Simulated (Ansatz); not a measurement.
Coordination and ²³Na quadrupole coupling in Na4YZnP3O12

Cell: a computed structure from the Materials Project (it need not be an observed phase), taken as it stands.

Space group R3c:H (No. 161); a = 9.2991, c = 22.6226 Å, γ = 120.00°.

| site | Wyckoff | site symmetry | x | y | z |
| --- | --- | --- | --- | --- | --- |
| Na1 | 18b | 1 | 0.3048 | 0.3460 | 0.5802 |
| Na7 | 6a | 3. | 0.0000 | 0.0000 | 0.4932 |
| Y | 6a | 3. | 0.0000 | 0.0000 | 0.6515 |
| Zn | 6a | 3. | 0.0000 | 0.0000 | 0.3438 |
| P | 18b | 1 | 0.9707 | 0.3396 | 0.5852 |
| O19 | 18b | 1 | 0.2169 | 0.0270 | 0.3071 |
| O25 | 18b | 1 | 0.7812 | 0.9789 | 0.6958 |
| O31 | 18b | 1 | 0.0187 | 0.8304 | 0.4140 |
| O37 | 18b | 1 | 0.9897 | 0.1821 | 0.5882 |

One atom of each set is listed; the run and its k-mesh use a cell of 42 atoms with edges of 9.26, 9.26, 9.26 Å.

Computed with Ansatz: DFT, r2SCAN, plane waves and PAW, scalar-relativistic, 500 eV cutoff, Γ-centred 3×3×3 k-points, Fermi–Dirac smearing 0.02 eV.

Q(²³Na) = 104.0 mb.

(1) Order the Na environments from the weakest to the strongest quadrupole coupling.
A. Na7: 6 O at 2.45–2.77 Å
B. Na1: 8 O at 2.47–3.09 Å; also 3 P at 3.04–3.29 Å, 2 O at 3.30–3.52 Å, 1 Na at 3.38 Å

Answers

(1) B (1.83 MHz, η = 0.65), A (2.20 MHz, η = 0.00).

An axis of threefold or higher order runs through Na7, so V_zz lies along it and η is zero. Like point charges on the first shell alone (each adding as 1/d³) would give the same order.

At this cell the principal stresses reach 5 GPa in size with r2SCAN, which can matter for small gradients. The largest force is 0.5 eV/Å, so the atoms aren't at the calculated equilibrium and relaxing them would move these values.
